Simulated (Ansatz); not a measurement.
**An added Al started as a split pair with a Ga atom in cubic perovskite LaGaO3, 41 atoms, charge +2**

These are results of Ansatz 0.2.0, DFT, PBEsol, PAW, plane waves, not measurements.

Command:

```sh
ansatz run in.yaml --threads 7 --pin off --max-ram 13300MiB --runs-dir r --events-out ev --progress --plain
```

The input less its lattice and atoms (starting moments on atoms near the defect: 1 μB in all):

```yaml
crystal:
  symmetry: { detect: false }
kpoints:
  mp_grid: { grid: [1, 1, 1], shift: [0.25, 0.25, 0.25] }
hamiltonian:
  xc: pbesol
total_charge: 2
magnetization:
  spin_polarized: true
scf:
  occupations: { method: fermi_dirac, width: 0.01 }
relax:
  f_tol: 0.03
  max_steps: 80
  escape_saddle: false
  adjacent_minimum: "off"
output:
  forces: true
  eigenvalues: true
  populations: true
  charged_corrections: { epsilon: 27 }
```

Start:

```xyz
41
Lattice="7.7293 0.0000 0.0000 0.0000 7.7293 0.0000 0.0000 0.0000 7.7293" Properties=species:S:1:pos:R:3 pbc="T T T"
La    0.0398    7.6941    7.7112
La    0.0053    0.0291    3.8657
La    7.7074    3.8434    0.0239
La    7.7183    3.8324    3.8767
La    3.8593    7.7209    7.7174
La    3.8652    7.7222    3.8630
La    3.8740    3.8645    0.0200
La    3.8698    3.8432    3.8568
Ga    1.0166    1.0012    1.9422
Ga    1.9186    1.9073    5.8116
Ga    1.9521    5.8191    1.9456
Ga    1.9445    5.7977    5.7871
Ga    5.7973    1.9535    1.9053
Ga    5.7940    1.9202    5.7870
Ga    5.7957    5.8161    1.9396
Ga    5.8166    5.7737    5.8128
O     1.9613    1.9019    7.7145
O     1.9263    1.9027    3.8577
O     1.9378    5.7757    0.0307
O     1.9237    5.7518    3.8657
O     5.7933    1.9294    7.7154
O     5.7999    1.9159    3.8772
O     5.8172    5.7808    7.7205
O     5.7999    5.8243    3.8575
O     0.0026    1.9477    1.9146
O     0.0168    1.9139    5.7434
O     7.7091    5.8235    1.9420
O     7.6926    5.7794    5.8144
O     3.8699    1.9214    1.9173
O     3.8825    1.8940    5.7937
O     3.8310    5.8081    1.9379
O     3.8649    5.7854    5.8012
O     1.9018    0.0283    1.9477
O     1.9199    0.0199    5.7748
O     1.9484    3.8690    1.9349
O     1.9738    3.8908    5.7941
O     5.8057    7.7234    1.9782
O     5.7871    7.7154    5.8052
O     5.8096    3.8667    1.8894
O     5.8069    3.8856    5.8232
Al    2.8651    2.8800    1.9646
```

Steps:

```
 step  energy less the first (eV)  largest force component (eV/Å)
start                       0.000                          28.974
    1                     -14.053                           9.259
    2                     -18.766                           3.842
    3                     -20.748                           1.304
    4                     -21.523                           1.596
    5                     -22.140                           1.638
    6                     -22.464                           1.428
    7                     -23.106                           0.733
    8                     -23.441                           0.321
    9                     -23.671                           0.414
   10                     -23.915                           0.544
   11                     -24.173                           0.673
   12                     -24.192                           1.038
   13                     -24.365                           0.629
   14                     -24.571                           0.230
   15                     -24.727                           0.157
   16                     -24.752                           0.157
   17                     -24.756                           0.105
   18                     -24.758                           0.027
```

A structure on the way, about -18.77 eV from the start:

```
La Ga O Al
1.0
     7.72931    0.00000    0.00000
     0.00000    7.72931    0.00000
     0.00000    0.00000    7.72931
La Ga O Al
8 8 24 1
Direct
  0.97384 0.97560 0.98727
  0.97711 0.97745 0.51818
  0.01369 0.48462 0.98964
  0.01546 0.49043 0.50406
  0.48314 0.00787 0.99133
  0.49054 0.01559 0.50627
  0.52260 0.52423 0.98935
  0.52439 0.52416 0.51060
  0.14400 0.14179 0.25167
  0.24961 0.24916 0.75269
  0.25141 0.74700 0.25093
  0.25099 0.74876 0.74937
  0.74754 0.25014 0.24816
  0.74899 0.24903 0.74970
  0.75181 0.75146 0.25167
  0.75025 0.74789 0.75152
  0.25051 0.24919 0.02333
  0.25322 0.25098 0.47438
  0.24839 0.74943 0.99975
  0.24837 0.74582 0.50165
  0.75541 0.24799 0.99801
  0.74600 0.24725 0.50160
  0.75250 0.74771 0.99968
  0.74941 0.75232 0.50197
  0.98821 0.27988 0.25191
  0.00321 0.24787 0.74163
  0.00067 0.76487 0.25251
  0.99737 0.74990 0.75267
  0.50818 0.22122 0.24643
  0.49768 0.24653 0.75196
  0.49967 0.74203 0.24972
  0.50070 0.75099 0.75083
  0.27982 0.98671 0.24982
  0.24606 0.00269 0.74857
  0.22382 0.50770 0.24939
  0.25337 0.49785 0.74991
  0.76610 0.00041 0.25234
  0.75031 0.99768 0.75117
  0.74399 0.49967 0.24878
  0.75026 0.50108 0.75159
  0.35475 0.35455 0.25248
```

End:

```
La Ga O Al
1.0
     7.72931    0.00000    0.00000
     0.00000    7.72931    0.00000
     0.00000    0.00000    7.72931
La Ga O Al
8 8 24 1
Direct
  0.98329 0.98467 0.89650
  0.98846 0.97239 0.51235
  0.00390 0.48189 0.98962
  0.00484 0.49416 0.49813
  0.50682 0.01395 0.02132
  0.50141 0.01622 0.51928
  0.50619 0.52342 0.00446
  0.51106 0.52100 0.50758
  0.08858 0.05725 0.18571
  0.25790 0.25436 0.75002
  0.25886 0.74398 0.25070
  0.25800 0.74586 0.75111
  0.75437 0.25640 0.25516
  0.74248 0.25829 0.75226
  0.75814 0.75915 0.24521
  0.74186 0.74011 0.74690
  0.21128 0.21995 0.02605
  0.30445 0.29389 0.50334
  0.28025 0.79002 0.00274
  0.22402 0.72569 0.49813
  0.79736 0.22203 0.00457
  0.71251 0.28640 0.50513
  0.72822 0.78550 0.99574
  0.78336 0.72306 0.49764
  0.01307 0.23324 0.32544
  0.00319 0.26391 0.72200
  0.01229 0.81292 0.23269
  0.00074 0.71461 0.76089
  0.50943 0.29733 0.21169
  0.49890 0.22577 0.79915
  0.50672 0.71970 0.26756
  0.50048 0.76358 0.71685
  0.30096 0.02440 0.28774
  0.23523 0.00147 0.71357
  0.21776 0.50202 0.22531
  0.27394 0.49913 0.79194
  0.71597 0.00795 0.28715
  0.74930 0.00026 0.71325
  0.80405 0.50727 0.22562
  0.72786 0.49991 0.78503
  0.28588 0.28438 0.26891
```

The calculation finished and met its thresholds.

Time: 2.8 min of wall time on 7 threads of a Neoverse-V2 processor, on a host shared with other runs; peak host memory 1.6 GiB.

How much energy did the relaxation gain, and which atom moved most?

24.76 eV in 18 steps, from a start with small random displacements (neighbours that lie too close to an added atom are first pushed off) (the gain also holds any tilting of the ideal host); atom 41 (Al) moved 0.95 Å, the median atom 0.29 Å (drift of the whole cell removed).

The moment started at 1 μB and ended at 1.0 μB; no other spin state is shown. The one k point has no symmetry partners, which can distort the end along one axis.
